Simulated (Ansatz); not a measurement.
Name crystals whose computed values (the program Ansatz at the LDA level (PAW)) fall in these windows: highest Γ mode, no LO–TO term (cm⁻¹) 670 to 840; G_Hill (GPa) 96 to 130; Θ_D (K) 390 to 530.



```tsv
crystal	highest Γ mode, no LO–TO term (cm⁻¹)	G_Hill (GPa)	Θ_D (K)
CoPtO2, R-3m (Co on 3b, Pt on 3a, O on 6c)	729	117	484
HfO2, Pnma (Hf on 4c, O on 4c, O on 4c)	707	117	487
```
Others may fit too.

Not the usual ambient phase: HfO2, Pnma (Hf on 4c, O on 4c, O on 4c). All cells were relaxed under the symmetry of their starts (and spin orders); stability against distortions was not tested throughout. Rows with no word on spin ran without spin polarisation. No Hubbard U is applied. Scalar-relativistic: spin–orbit coupling is off unless named, which matters more the heavier the elements.

Potentials: the later of the program's two PAW sets.
